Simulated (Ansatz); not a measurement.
## ZnS — field gradients at the nuclei

The cell is a computed structure from the Materials Project (it need not be an observed phase), taken as it stands.

```cif
data_ZnS
_symmetry_space_group_name_H-M 'P6_3mc'
_symmetry_Int_Tables_number 186
_cell_length_a 3.8090
_cell_length_b 3.8090
_cell_length_c 12.4526
_cell_angle_alpha 90.000
_cell_angle_beta 90.000
_cell_angle_gamma 120.000
loop_
_atom_site_label
_atom_site_type_symbol
_atom_site_symmetry_multiplicity
_atom_site_Wyckoff_symbol
_atom_site_fract_x
_atom_site_fract_y
_atom_site_fract_z
Zn1 Zn 2 b 0.6667 0.3333 0.7499
Zn3 Zn 2 a 0.0000 0.0000 0.5000
S5 S 2 b 0.6667 0.3333 0.9377
S7 S 2 a 0.0000 0.0000 0.6873
```

One atom of each set is listed.

The numbers come from a DFT calculation in Ansatz (PBE, plane waves and PAW, scalar-relativistic, 420 eV cutoff, Γ-centred 8×8×3 k-points, Fermi–Dirac smearing 0.02 eV).

C_Q = eQV_zz/h, which is 24.18 MHz for Q = 1 b and V_zz = 10²¹ V/m²; η = (V_xx − V_yy)/V_zz. ν_Q = 3|C_Q|/[2I(2I − 1)].

Zn-67: I = 5/2, Q = 122.0 mb; S-33: I = 3/2, Q = -69.40 mb. Nuclear quadrupole moments: year-2017 set (Pyykkö).

```
site  atoms          first shell  C_Q (MHz)     η  ν_Q (MHz)
 Zn1      2   4 S at 2.33–2.34 Å     -0.042  0.00      0.006
 Zn3      2        4 S at 2.33 Å      0.353  0.00      0.053
  S5      2  4 Zn at 2.33–2.34 Å     -0.236  0.00      0.118
  S7      2       4 Zn at 2.33 Å     -0.096  0.00      0.048
```

An axis of threefold or higher order runs through Zn1, Zn3, S5 and S7, so V_zz lies along it and η is zero.

Hardware: 1 thread of Arm Neoverse V2 (aarch64; 8 cores open to the job, memory cap 3.0 GiB, no GPU), a shared host with a load of 0.3 a core. Wall time 15 s, CPU time 15 s, peak memory 0.42 GiB.
